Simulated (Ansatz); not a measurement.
**Relaxing NbSi in the rocksalt type**

First guess:

```
CELL_PARAMETERS angstrom
0.00000 2.57423 2.57423
2.57423 0.00000 2.57423
2.57423 2.57423 0.00000
ATOMIC_POSITIONS crystal
Nb 0.00000 0.00000 0.00000
Si 0.50000 0.50000 0.50000
```

The calculation used DFT, PBE, PAW with Ansatz's default frozen-core files, scalar-relativistic (Ansatz 0.2.0).

Cell and atoms relax within the symmetry of the start on a 14×14×14 k mesh with 0.05 eV Fermi–Dirac smearing.

The start is built from a prototype, known or not as a phase of this compound; the cutoff is 420 eV.

Spin polarisation is left out, and whether a magnetic state lies lower isn't shown here.

(1) What is the pressure of the first guess?

(2) What does it relax to?

(3) How much energy does the relaxation release?

Answers

(1) -0.07 GPa.

(2) a = 5.147 Å, b = 5.147 Å, c = 5.147 Å, α = 90.00°, β = 90.00°, γ = 90.00° (conventional cell), 17.05 Å³ per atom:
```xyz
2
Lattice="0.0000 2.5737 2.5737 2.5737 0.0000 2.5737 2.5737 2.5737 0.0000" Properties=species:S:1:pos:R:3 pbc="T T T"
Nb    0.0000    0.0000    0.0000
Si    2.5737    2.5737    2.5737
```

(3) 0 meV/atom.
